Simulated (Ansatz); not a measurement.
**Rocksalt alloy of MgO and CaO (18 of 32 Mg sites exchanged), 64 atoms**

Ansatz, PAW, plane waves. PBEsol relaxation of volume and atoms (shape held) at the single k point (¼, ¼, ¼) without its symmetry partners; single points on the relaxed atoms at the Γ point alone, onto which points of the small cell's zone fold. Arrangement: unlike neighbours preferred. No spin–orbit coupling unless named.

Relaxed structure:

```xyz
64
Lattice="9.1144 0.0000 0.0000 0.0000 9.1144 0.0000 0.0000 0.0000 9.1144" Properties=species:S:1:pos:R:3 pbc="T T T"
O     2.2991    0.0001    0.1471
O     2.2756    0.0244    4.4097
O     2.3677    4.5524    0.1528
O     2.2843    4.5272    4.4186
O     6.8018    0.0089    0.1379
O     6.8278    0.0921    4.4043
O     6.7314    4.5395    0.1417
O     6.8148    4.4559    4.4149
O     9.1105    2.1807    8.9613
O     0.0220    2.2640    4.6954
O     0.0089    6.9314    8.9723
O     0.0926    6.8479    4.6991
O     4.5483    2.2487    8.9669
O     4.5249    2.2727    4.7043
O     4.5395    6.8605    8.9760
O     4.4564    6.8349    4.7097
O     9.1078    0.0006    2.1444
O     9.1108    9.1114    6.9460
O     9.1043    4.5542    2.2530
O     9.1086    4.5580    6.8611
O     4.5512    9.1136    2.1468
O     4.5491    9.1110    6.9672
O     4.5514    4.5520    2.1679
O     4.5478    4.5546    6.9696
O     2.2744    2.2770    2.4100
O     2.2722    2.2741    6.7040
O     2.2760    6.8330    2.4124
O     2.2718    6.8355    6.7251
O     6.8273    2.2767    2.3889
O     6.8305    2.2724    6.7016
O     6.8296    6.8314    2.3039
O     6.8321    6.8332    6.8101
Mg    0.0002    0.0001    9.1123
Mg    4.5479    0.0007    9.1142
Mg    4.5482    4.5486    0.0017
Mg    2.2760    2.2718    4.5570
Mg    2.2758    6.8379    4.5590
Mg    6.8239    2.2724    4.5551
Mg    2.2819    0.0060    2.2784
Mg    2.3081    4.5465    2.3057
Mg    6.8224    0.0316    2.2511
Mg    6.7932    4.5166    2.2784
Mg    0.0011    2.2403    6.8083
Mg    0.0313    6.8698    6.8356
Mg    4.5416    2.2669    6.8356
Mg    4.5163    6.8407    6.8629
Ca    0.0118    0.0144    4.5510
Ca    9.1091    4.5535    9.1142
Ca    0.0113    4.5369    4.5571
Ca    4.5347    0.0136    4.5570
Ca    4.5340    4.5365    4.5630
Ca    2.2894    2.2590    9.1142
Ca    2.2902    6.8505    0.0057
Ca    6.8123    2.2581    9.1083
Ca    6.8126    6.8502    9.1142
Ca    6.8292    6.8336    4.5570
Ca    2.2759    0.0006    6.8355
Ca    2.2865    4.5521    6.8083
Ca    6.8272    0.0112    6.8631
Ca    6.8123    4.5370    6.8354
Ca    9.1108    2.2617    2.3057
Ca    0.0115    6.8505    2.2786
Ca    4.5479    2.2724    2.2784
Ca    4.5372    6.8354    2.2509
```

Question: What are the mean bond lengths by pair (pairs within 1.2 times the sum of covalent radii, less contacts 15 % beyond the pair's median; cation–cation pairs of compounds aside; long ionic contacts are cut short by that bound)?

Answer: Ca–O 2.324 ± 0.062 Å (standard deviation, 108 bonds); Mg–O 2.226 ± 0.069 Å (standard deviation, 84 bonds).

Question: What gap lies between the top filled and the lowest empty level in the single points?

Answer: HSE06 5.85 eV (15 s on NVIDIA GB300).
